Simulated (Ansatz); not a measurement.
SrTiO3 (cubic perovskite, Pm-3m) under volume change, DFT-PBE in the program Ansatz with PAW potentials, scaled uniformly.

| V (Å³/atom) | E − E(relaxed) (meV/atom) | P (GPa) |
|---|---|---|
| 11.102 | 62.3 | 19.78 |
| 11.468 | 26.1 | 12.09 |
| 11.834 | 6.2 | 5.56 |
| 12.200 | 0.0 | 0.00 |
| 12.566 | 5.5 | -4.72 |
| 12.932 | 21.0 | -8.74 |
| 13.298 | 45.0 | -12.15 |

What does a third-order Birch–Murnaghan fit give for V₀, B₀ and B′?

V₀ = 12.20 Å³/atom, B₀ = 170 GPa, B′ = 4.4.

The PBE relaxation kept the symmetry of its start. The run is not spin-polarised.

Potentials: the earlier of the program's two PAW sets.
